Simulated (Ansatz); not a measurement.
Problem. Each is relaxed and computed with PBEsol (plane waves, PAW; program Ansatz). Which is the only metal?
(A) SiC, P6_422 (Si on 3c, C on 3d)
(B) Co3C, Pnma (Co on 8d, Co on 4c, C on 4c)
(C) BaZrS3, Pnma (Ba on 4c, Zr on 4a, S on 4c, S on 8d)
(D) YF3, Pnma (Y on 4c, F on 8d, F on 4c)

Solution. B, Co3C, Pnma (Co on 8d, Co on 4c, C on 4c). Co3C: metal; SiC: gap 0.77 eV (indirect); YF3: gap 7.89 eV; BaZrS3: gap 0.92 eV (direct). Spin orders computed, not proven ground states: Co3C, Pnma (Co on 8d, Co on 4c, C on 4c) ferromagnetic. Typed or built starts, not in the databases checked: SiC, P6_422 (Si on 3c, C on 3d). Not the usual ambient phase: SiC, P6_422 (Si on 3c, C on 3d). Standing as an ambient phase not checked: Co3C, Pnma (Co on 8d, Co on 4c, C on 4c); YF3, Pnma (Y on 4c, F on 8d, F on 4c). All cells were relaxed under the symmetry of their starts (and spin orders); stability against distortions was not tested throughout. Rows with no word on spin ran without spin polarisation. Spin–orbit coupling is left out wherever it is not named.

Potentials: the later of the program's two PAW sets.
